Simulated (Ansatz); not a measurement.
# YSb: relaxation (Ansatz)

input.yaml:

```yaml
crystal:
  lattice:
    - [0.0, 3.107323, 3.107323]
    - [3.107323, 0.0, 3.107323]
    - [3.107323, 3.107323, 0.0]
  atoms:
    - { symbol: Sb, position: [0.0, 0.0, 0.0] }
    - { symbol: "Y", position: [0.5, 0.5, 0.5] }
  symmetry: { tolerance: 0.0003 }
kpoints:
  mp_grid: { grid: [9, 9, 9], shift: [0, 0, 0] }
magnetization:
  noncollinear: true
  spin_orbit: true
scf:
  occupations: { method: fermi_dirac }
  lower_state_search: "off"
hamiltonian:
  pseudopotentials: { kind: paw_fr }
  xc: r2scan
basis:
  ecutwfc: 500
  fft_grid_basis: typed
relax:
  max_steps: 60
  cell: { p_target: 0.0 }
output:
  forces: true
  stress: true
  eigenvalues: true
  bader: true
  populations: true
  elf: true
  write_potential: true
  volumetric_format: npy
  dos:
    e_range: [-12, 8]
    de: 0.05
    projected: { site_lists: { Sb: [Sb], "Y": ["Y"] } }
    method: { smearing: { sigma: 0.1, scheme: gaussian } }
checkpoint:
  read: saved_state
```

Launch command:

```bash
ansatz run input.yaml --threads 2 --pin off --max-ram 3584MiB --backend cpu --events-out ev --progress --plain --runs-dir out
```

Origin of the cell: a database entry, scaled a little.

The smearing width isn't typed, so it takes its default of 0.1 eV.

The saved state is a converged single point of the same cell.

Steps («new basis» is an SCF on plane waves selected anew at the same cell):

| step | ΔF (meV/atom) | max force component (eV/Å) | P (GPa) | volume (Å³) | SCF iterations | step was |
| --- | --- | --- | --- | --- | --- | --- |
| 1 | 0.0 | 0.000 | -0.23 | 60.01 | 5 | accepted |
| 2 | -0.1 | 0.000 | 0.19 | 59.61 | 5 | accepted |
| 3 | -0.1 | 0.000 | 0.00 | 59.79 | 5 | accepted |
| 4 | -0.1 | 0.000 | 0.00 | 59.79 | 5 | new basis |

The starting structure.

Space group Fm-3m (No. 225); the run's cell has a = 4.394 Å, b = 4.394 Å, c = 4.394 Å, α = 60.00°, β = 60.00°, γ = 60.00°. Shortest distances: Sb–Y 3.11 Å.

After:

Space group Fm-3m (No. 225); the run's cell has a = 4.389 Å, b = 4.389 Å, c = 4.389 Å, α = 60.00°, β = 60.00°, γ = 60.00°. Shortest distances: Sb–Y 3.10 Å.

```xyz
2
Lattice="0.0000 3.1036 3.1036 3.1036 0.0000 3.1036 3.1036 3.1036 0.0000" Properties=species:S:1:pos:R:3 pbc="T T T"
Sb    0.0000    0.0000    0.0000
Y     3.1036    3.1036    3.1036
```

* Free energy lowered by: 0.1 meV/atom
* Volume change: -0.36 %
* Final pressure: 0.00 GPa
* Relaxation steps listed: 4

Caveats: the relaxation held the start's symmetry, so the end may be a saddle point.

It ran for 2.2 min on 2 threads of Arm Neoverse N1 (shared host), peak memory 0.81 GiB, from a saved density.
